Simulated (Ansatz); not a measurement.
Relaxed SnO (litharge type, space group P4/nmm):

```yaml
crystal:
  lattice:
    - [3.79339, 0.00000, 0.00000]
    - [0.00000, 3.79339, 0.00000]
    - [0.00000, 0.00000, 4.76431]
  atoms:
    - { symbol: Sn, position: [0.50000, 0.00000, 0.24059] }
    - { symbol: Sn, position: [0.00000, 0.50000, 0.75941] }
    - { symbol: O, position: [0.00000, 0.00000, 0.00000] }
    - { symbol: O, position: [0.50000, 0.50000, 0.00000] }
```

Scan: atom 4 (O, nearest neighbour Sn at 2.216 Å; its periodic images, 3.8 Å or more away, move with it) is displaced along Cartesian x, direction (1.000, 0.000, 0.000) in Cartesian axes, by s. The other atoms stay.

These are r2SCAN+rVV10 (plane waves to 500 eV, PAW, scalar-relativistic; Ansatz, a quantum-chemistry and plane-wave program) values and carry that method's errors. k mesh 7×7×6 (Γ-centred), Fermi-Dirac smearing 0.05 eV. E stands for the smeared free energy. With partly filled bands, energies and forces of such displacements shift with the k mesh and the smearing. At this level the bands of SnO touch or barely overlap; measurements give the solid a gap. SnO was relaxed with its symmetry unable to fall. ΔE is measured from the undisplaced structure.

The scan covers s from -0.660 to 0.660 Å in 11 points.

Q: Is the energy the same for equal positive and negative displacements?

A: Even: the same for both signs. With its periodic images moving along, the atom's site symmetry in this cell is -4m2.

Q: What force acts on the atom along the line at s = -0.660 Å?

A: 12.4 eV/Å.

Q: What is the energy change at s = 0.660 Å?

A: 2993 meV/cell.

Q: What is the force constant k = d²E/ds² of this move at s = 0?

A: 8.68 eV/Å².

(A displaced cell: forces are minus the slopes of the energy, force constants its curvatures, and phonons follow from these.)
